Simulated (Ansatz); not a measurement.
Here is the system:

RbNb$_{6}$Se$_{8}$:
```cif
data_Nb6RbSe8
_chemical_formula_sum 'Rb1 Nb6 Se8'
_space_group_name_H-M_alt 'P 1'
_space_group_IT_number 1
_cell_length_a 10.04869
_cell_length_b 10.04869
_cell_length_c 3.46542
_cell_angle_alpha 90.000
_cell_angle_beta 90.000
_cell_angle_gamma 120.000
loop_
_space_group_symop_operation_xyz
  'x, y, z'
loop_
_atom_site_label
_atom_site_type_symbol
_atom_site_fract_x
_atom_site_fract_y
_atom_site_fract_z
_atom_site_occupancy
Rb1 Rb 0.00000 0.00000 0.00000 1
Nb1 Nb 0.10703 0.61950 0.75144 1
Nb2 Nb 0.89297 0.38050 0.24856 1
Nb3 Nb 0.38050 0.48753 0.75144 1
Nb4 Nb 0.61950 0.51247 0.24856 1
Nb5 Nb 0.51247 0.89297 0.75144 1
Nb6 Nb 0.48753 0.10703 0.24856 1
Se1 Se 0.28167 0.93809 0.74644 1
Se2 Se 0.71833 0.06191 0.25356 1
Se3 Se 0.06191 0.34358 0.74644 1
Se4 Se 0.93809 0.65642 0.25356 1
Se5 Se 0.65642 0.71833 0.74644 1
Se6 Se 0.34358 0.28167 0.25356 1
Se7 Se 0.66667 0.33333 0.74898 1
Se8 Se 0.33333 0.66667 0.25102 1
```

This is the PBEsol-relaxed structure.

All from plane-wave PAW PBEsol (Ansatz code), unless another level is named. Give the electronic character.

metallic (no gap).

What about the formation energy from the elements (no fitted shifts)?

-94 kJ/mol-atom.

And the density of states at the Fermi level?

0.19 states/eV per atom (mean over ±0.08 eV).

Next, the gap with spin–orbit coupling?

none (metallic).

Space group P-3. The workflow started from a Materials Project entry (that database holds measured and hypothetical structures alike); the Crystallography Open Database copy checked does not list it. Whether it is the stable phase at ambient conditions was not checked. Symmetry was held in the PBEsol relaxation; whether a distortion lowers the energy is not shown. The run is not spin-polarised. With an odd number of electrons in the cell and no spin polarisation, the count alone makes it a metal. The references are the lowest solids computed at this level, not always the standard phases. Scalar-relativistic: spin–orbit coupling is off unless named, which matters more the heavier the elements.

Potentials: the later of the program's two PAW sets.
